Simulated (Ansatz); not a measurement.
# Sr$_{2}$CdPt$_{2}$ single point

Input file of Ansatz 0.2.0:

```yaml
crystal:
  lattice:
    - [-2.282502, 2.971067, 4.599145]
    - [4.565004, 0.0, 0.0]
    - [2.282502, 2.971067, -4.599145]
  atoms:
    - { symbol: Pt, position: [0.73034, 0.5, 0.73034] }
    - { symbol: Pt, position: [0.26966, 0.5, 0.26966] }
    - { symbol: Cd, position: [0.0, 0.0, 0.0] }
    - { symbol: Sr, position: [0.69995, 0.19995, 0.30005] }
    - { symbol: Sr, position: [0.30005, 0.80005, 0.69995] }
  symmetry: { tolerance: 0.0003 }
kpoints:
  mp_grid: { grid: [8, 8, 8], shift: [0, 0, 0] }
  band_path:
    path:
      - [0.0, 0.0, 0.0]
      - [0.5, 0.0, -0.5]
      - [0.31157553, 0.37684895, -0.31157553]
      - [-0.31157553, 0.62315105, 0.31157553]
      - [0.0, 0.0, 0.0]
      - [0.35433036, 0.0, 0.35433036]
      - [0.64566964, 0.0, -0.35433036]
      - [0.5, 0.0, -0.5]
      - [0.0, 0.0, 0.0]
      - [0.0, 0.5, 0.0]
      - [0.25, 0.5, 0.25]
    npoints: 6
magnetization:
  spin_polarized: false
scf:
  occupations: { method: fermi_dirac, width: 0.0607 }
  lower_state_search: "off"
  max_iter: 200
hamiltonian:
  pseudopotentials: { kind: paw }
  xc: r2scan
basis:
  ecutwfc: 500
  fft_grid_basis: typed
output:
  forces: true
  stress: true
  eigenvalues: true
  bader: true
  populations: true
  elf: true
  write_potential: true
  volumetric_format: npy
  dos:
    e_range: [-12, 8]
    de: 0.05
    projected: { site_lists: { Cd: [Cd], Pt: [Pt], Sr: [Sr] } }
checkpoint:
  read: saved_state
```

The run starts from an earlier solution of this cell. 

Output (shortened):

```
SCF iter   1: F=-40456.0576 eV  Δρ=1.95e-3  dr2=1.19e-2  dr2_τ=2.08e-3
SCF iter   2: F=-40456.0622 eV  Δρ=1.13e-3  dr2=4.52e-3  dr2_τ=1.45e-4
SCF iter   3: F=-40456.0630 eV  Δρ=5.24e-4  dr2=1.29e-3  dr2_τ=9.95e-5
SCF iter   4: F=-40456.0636 eV  Δρ=1.98e-4  dr2=7.90e-5  dr2_τ=2.53e-6
SCF iter   5: F=-40456.0634 eV  Δρ=5.57e-5  dr2=3.94e-6  dr2_τ=5.94e-7
SCF iter   6: F=-40456.0634 eV  Δρ=1.83e-5  dr2=7.36e-7  dr2_τ=7.17e-8
SCF iter   7: F=-40456.0634 eV  Δρ=6.58e-6  dr2=6.87e-8  dr2_τ=2.77e-9
Free energy (F): -40456.0634 eV
Harris-Foulkes:  -40456.0634 eV  (|F-HF|=9.17e-10)
Internal energy: -40456.0363 eV  (E = F + TS)
E sigma→0 (E₀):  -40456.0499 eV
Entropy (-TS):   -0.0272 eV (-5.436 meV/atom)
Fermi energy:    12.6750 eV
--- Per-component energies (eV) ---
  E_band       = -1219.0393
  E_kinetic    = 2277.5928
  E_local      = -9889.8514  (includes V_loc(G=0)·N_el)
  E_nonlocal   = 840.1618
  E_hartree    = 3996.6098
  E_xc         = -997.8860
  E_vxc        = -1281.4124  (∫ρ·V_xc dr)
  E_paw        = -28496.3499  (= ΣΔE_a)
  E_vpaw       = -1239.8146  (= ΣTr[D̂ρ^β])
  E_aug_tail   = 0.0003  (compensation charges beyond the density's cutoff)
  E_vtau       = 81.0550  (kinetic-family band-sum trace: ∫τ·v_τ [+ j·A + Jᵃ·Aᵃ] dr)
  E_ewald      = -8184.9938
  E_core_change = -1.3198  (= ΣΔE_core)
  E_smearing   = -0.0272  (= −TS)
--- Forces (eV/Å), atoms counted from 1 ---
  atom   1  Pt     0.0000    -0.1096     0.0000
  atom   2  Pt     0.0000     0.1096     0.0000
  atom   3  Cd     0.0000     0.0000     0.0000
  atom   4  Sr     0.0000     0.0000    -0.0178
  atom   5  Sr     0.0000     0.0000     0.0178
--- Stress (GPa, compression-positive) ---
       -0.1758       0.0000       0.0000
        0.0000       0.0392       0.0000
        0.0000       0.0000      -0.4244
  P = ⅓ Tr σ = -0.1870 GPa (-1.870 kbar)
--- Löwdin populations: 5 sites ---
  site symbol       q [e]
     0     Pt     18.8521
     1     Pt     18.8521
     2     Cd     19.3838
     3     Sr      8.8850
     4     Sr      8.8850
  spilling = 0.0150 (of n_electrons = 76.0000)
```

Absolute energies hang on the potentials; compare differences alone.

Origin: a database entry at a rescaled volume.
